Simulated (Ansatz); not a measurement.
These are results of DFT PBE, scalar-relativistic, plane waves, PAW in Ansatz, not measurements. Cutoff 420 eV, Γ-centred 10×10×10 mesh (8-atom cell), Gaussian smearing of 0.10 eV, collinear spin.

The zero of energy is the elements' standard structures at the same level; no fitted shifts are applied.

Task: Suggest a trial structure for a cubic metal with formula Al4CoNi3, with a formation energy near −0.63 eV/atom, a density near 5.92 g/cm³ and a net moment near 0.1 μB per atom, in a cell of 8 atoms. Its symmetry should be Im-3m (No. 229).

Result: Al4CoNi3, space group Im-3m (No. 229). Around Al lie 2 Co at 2.50 Å, 6 Ni at 2.50 Å and 6 Al at 2.89 Å; around Co lie 8 Al at 2.50 Å and 6 Ni at 2.89 Å; Ni is surrounded by 8 Al at 2.50 Å, 2 Co at 2.89 Å and 4 Ni at 2.89 Å.

```
CELL_PARAMETERS angstrom
-2.88677 2.88677 2.88677
2.88677 -2.88677 2.88677
2.88677 2.88677 -2.88677
ATOMIC_POSITIONS crystal
Al 0.00000 0.50000 0.00000
Al 0.50000 0.50000 0.50000
Al 0.00000 0.00000 0.50000
Al 0.50000 0.00000 0.00000
Co 0.00000 0.00000 0.00000
Ni 0.50000 0.00000 0.50000
Ni 0.50000 0.50000 0.00000
Ni 0.00000 0.50000 0.50000
```

The volume per atom is 12.03 Å³. The density is 5.92 g/cm³. The formation energy is −0.63 eV/atom and the gap on the 10×10×10 mesh of the 8-atom cell is 0 eV (a metal). The net moment per atom is 0.12 μB. The moment by site is Co 0.7 μB.

It was reached by relaxing an invented guess, and it needn't be the stable form of this composition. Other answers may fit too; this one was computed.

Another magnetic order may lie lower. A later test with randomly moved atoms came back to the same energy, though modes that don't fit the test's cell weren't probed. Site moments count only spheres around the atoms; the net moment includes the space between them.
